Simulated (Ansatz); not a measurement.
PbS:
```
PbS
1.0
    4.12334     0.00000     0.00000
   -2.06167     3.57092     0.00000
    0.00000     0.00000     7.33317
Pb S
2 2
Direct
  0.00000   0.00000   0.00000
  0.00000   0.00000   0.50000
  0.33333   0.66667   0.75000
  0.66667   0.33333   0.25000
```

Relaxed with r²SCAN. Special points in fractions of this cell's reciprocal vectors: Γ (0.000, 0.000, 0.000); M (0.500, 0.000, 0.000); K (0.333, 0.333, 0.000); A (0.000, 0.000, 0.500); L (0.500, 0.000, 0.500); H (0.333, 0.333, 0.500).

**Question.** List the band energies nearest the valence-band maximum at these points for plane-wave PAW r²SCAN (Ansatz code).

**Answer.** In eV from the valence-band maximum; about four levels below and three above (degenerate sets whole), none deeper than 8.9 eV; points with the same levels are listed once.

| k | below | above |
|---|---|---|
| Γ | -2.45 -2.45 -2.01 -2.01 0.00 | 0.24 3.21 3.21 |
| M | -3.58 -2.16 -2.04 -1.23 | 0.24 1.84 2.53 |
| K | -4.07 -4.07 -3.93 -3.93 -0.30 | 2.81 2.81 2.95 2.95 |
| A | -2.23 -2.23 -2.23 -2.23 -1.83 -1.83 | 2.62 2.62 3.27 3.27 3.27 3.27 |
| L | -3.11 -3.11 -3.00 -3.00 | 2.63 2.63 2.81 2.81 |
| H | -2.55 -2.55 -2.42 -2.42 | 0.53 0.53 3.69 3.69 |

Space group P6_3/mmc (NiAs type). The workflow started from a Materials Project entry (that database holds measured and hypothetical structures alike); the Crystallography Open Database copy checked does not list it. It is not the phase usual at ambient conditions (space group No. 225). Symmetry was held in the r²SCAN relaxation; whether a distortion lowers the energy is not shown. Spin–orbit coupling is left out wherever it is not named.

Potentials: the later of the program's two PAW sets.
